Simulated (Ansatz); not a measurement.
Relaxed KTaO₃ (cubic perovskite):

```yaml
crystal:
  lattice:
    - [4.02438, 0.00000, 0.00000]
    - [0.00000, 4.02438, 0.00000]
    - [0.00000, 0.00000, 4.02438]
  atoms:
    - { symbol: K, position: [0.00000, 0.00000, 0.00000] }
    - { symbol: Ta, position: [0.50000, 0.50000, 0.50000] }
    - { symbol: O, position: [0.00000, 0.50000, 0.50000] }
    - { symbol: O, position: [0.50000, 0.50000, 0.00000] }
    - { symbol: O, position: [0.50000, 0.00000, 0.50000] }
```

All values below come from PBE (plane waves to 420 eV, PAW, scalar-relativistic; Ansatz, a quantum-chemistry and plane-wave program). k mesh 7×7×7 (Γ-centred), Fermi-Dirac smearing 0.05 eV. KTaO3 is run without spin polarisation. KTaO3 was relaxed with its symmetry unable to fall. Spin-orbit coupling is left out, though Ta is heavy.

One atom of the cell was then moved (with its periodic images), all else fixed, and the forces (eV/Å) came out as:

```tsv
atom	Fx	Fy	Fz
K1	0.000	0.000	0.124
Ta2	0.000	0.000	0.089
O3	0.000	0.000	-0.169
O4	0.000	0.000	1.213
O5	0.000	0.000	-1.258
```

Problem. Which atom was moved, and by which vector (Å)?

Solution. O5, by (0.00, 0.00, 0.24), 0.24 Å in all.

(For displaced atoms, the force is minus the slope of the energy, and its curvature is a force constant, which sets phonon frequencies.)
